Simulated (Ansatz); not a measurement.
Mn$_{3}$SiN (anti-perovskite, Pm-3m) at seven volumes, plane-wave PAW PBEsol (Ansatz code), scaled uniformly. One row is withheld.

| V (Å³/atom) | P (GPa) |
|---|---|
| 9.045 | 33.09 |
| 9.344 | 20.15 |
| 9.642 | ? |
| 9.940 | 0.00 |
| 10.238 | -7.92 |
| 10.536 | -14.50 |
| 10.835 | -19.94 |

### Question
Fit the shown pressures and predict the withheld one.

### Answer
Third-order Birch–Murnaghan: P = (3/2)B₀(x^(7/2) − x^(5/2))[1 + (3/4)(B′ − 4)(x − 1)] with x = (V₀/V)^(2/3). Least squares on the six rows gives V₀ = 9.938 Å³/atom, B₀ = 282.7 GPa, B′ = 4.63. At V = 9.642, x = 1.0204 and P = 9.17 GPa. The run itself gave 9.28 GPa.

The start of the workflow was typed in or built on a structure type; neither database checked (COD, Materials Project) lists it. Its standing as an ambient phase is unchecked. The cell was relaxed with PBEsol under the symmetry of its start; whether a distortion lowers the energy is not shown. Magnetic state: ferromagnetic, chosen from 4 collinear starts compared on coarse meshes (ties went to the first, and starts can fall back to one state), not a proven ground state. The volume moved by -19 % from the start of the relaxation. No Hubbard U is applied.

Potentials: the later of the program's two PAW sets.
